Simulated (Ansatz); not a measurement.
A relaxed cell of In₄Sb₃As is given with its symmetry left out. The cell was found from a structure generator's guess, not taken from experiment.

The calculation used DFT PBE, scalar-relativistic, plane waves, PAW (Ansatz). Cutoff 420 eV, Γ-centred mesh, Gaussian smearing, no spin polarisation.

```
CELL_PARAMETERS angstrom
4.61669 0.00000 0.00000
0.00000 4.61669 0.00000
0.00000 0.00000 13.02961
ATOMIC_POSITIONS crystal
In 0.50000 0.00000 0.62932
In 0.00000 0.50000 0.88731
In 0.50000 0.00000 0.11269
In 0.00000 0.50000 0.37068
Sb 0.50000 0.50000 0.24177
Sb 0.00000 0.00000 0.50000
Sb 0.50000 0.50000 0.75823
As 0.00000 0.00000 0.00000
```

Formation energies are uncorrected and refer to the elements' standard structures at the same level.

Task: Find its symmetry and describe it.

Result: P-4m2 (No. 115), with Sb and As ordered on zinc blende sites. Conventional cell: a = 4.617 Å, c = 13.030 Å. In on its first site has 4 Sb at 2.85–2.86 Å; around In on its second site lie 2 As at 2.74 Å and 2 Sb at 2.86 Å; Sb on a site of symmetry 2mm is surrounded by 4 In at 2.85–2.86 Å; As has 4 In at 2.74 Å; 1 more site not described.

Task: How far does it lie from the elements in energy?

Result: −0.14 eV/atom. Whether it is stable depends on the other phases of the system, which aren't compared here.

Task: Is it a metal?

Result: There is no gap on the 8×8×4 mesh, but valence and conduction bands meet within 0.015 eV, so at this level it has a zero gap rather than a metal's Fermi surface.

The last run used an 8×8×4 mesh (in the run's order of axes) for its 8-atom cell and Gaussian smearing of 0.10 eV. Spin–orbit coupling, which can matter for Sb, is left out. The zero gap may come from the functional, which often closes small gaps. The reference form of As is held partly by dispersion forces, which this level lacks. Symmetry constrained the relaxation, so the result can be a saddle point.
